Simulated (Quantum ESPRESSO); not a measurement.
pw.x input (Quantum ESPRESSO 7.5; PBEsol, PseudoDojo standard norm-conserving files, fully relativistic):

```
&CONTROL
  calculation = 'scf'
  pseudo_dir = './pseudo'
  outdir = './out'
  tprnfor = .true.
  tstress = .true.
/
&SYSTEM
  ibrav = 0
  nat = 6
  ntyp = 2
  ecutwfc = 84.0
  ecutrho = 336.0
  occupations = 'smearing'
  smearing = 'fd'
  degauss = 0.002
  nbnd = 62
  noncolin = .true.
  lspinorb = .true.
/
&ELECTRONS
  conv_thr = 6e-10
/
ATOMIC_SPECIES
O 15.9990 O.upf
Ge 72.6300 Ge.upf
CELL_PARAMETERS angstrom
  4.412420000000   0.000000000000   0.000000000000
  0.000000000000   4.412420000000   0.000000000000
  0.000000000000   0.000000000000   2.876510000000
ATOMIC_POSITIONS crystal
O   0.694230000000   0.694230000000   0.000000000000
O   0.305770000000   0.305770000000   0.000000000000
O   0.805770000000   0.194230000000   0.500000000000
O   0.194230000000   0.805770000000   0.500000000000
Ge   0.500000000000   0.500000000000   0.500000000000
Ge   0.000000000000   0.000000000000   0.000000000000
K_POINTS automatic
6 6 10 0 0 0
```

End of the output:

```

[...]
     the Fermi energy is    11.7704 ev
!    total energy              =    -488.73449971 Ry
     estimated scf accuracy    <          2.5E-11 Ry
     smearing contrib. (-TS)   =      -0.00000000 Ry
     internal energy E=F+TS    =    -488.73449971 Ry
     The total energy is F=E-TS. E is the sum of the following terms:
     one-electron contribution =    -156.52328406 Ry
     hartree contribution      =     120.38385587 Ry
     xc contribution           =    -119.97345196 Ry
     ewald contribution        =    -332.62161956 Ry
     convergence has been achieved in  10 iterations
     Forces acting on atoms (cartesian axes, Ry/au):
     atom    1 type  1   force =    -0.00150929   -0.00150929   -0.00000000
     atom    2 type  1   force =     0.00150929    0.00150929   -0.00000000
     atom    3 type  1   force =     0.00150929   -0.00150929    0.00000000
     atom    4 type  1   force =    -0.00150929    0.00150929    0.00000000
     atom    5 type  2   force =     0.00000000    0.00000000   -0.00000000
     atom    6 type  2   force =     0.00000000    0.00000000   -0.00000000
     Total force =     0.004269     Total SCF correction =     0.000001
     Computing stress (Cartesian axis) and pressure
          total   stress  (Ry/bohr**3)                   (kbar)     P=       17.69
   0.00010433   0.00000000   0.00000000           15.35        0.00        0.00
   0.00000000   0.00010433   0.00000000            0.00       15.35        0.00
   0.00000000   0.00000000   0.00015203            0.00        0.00       22.36
```
In a gapped system the printed Fermi energy is only some level inside the gap.

Geometry of the Materials Project entry, not relaxed at this level.
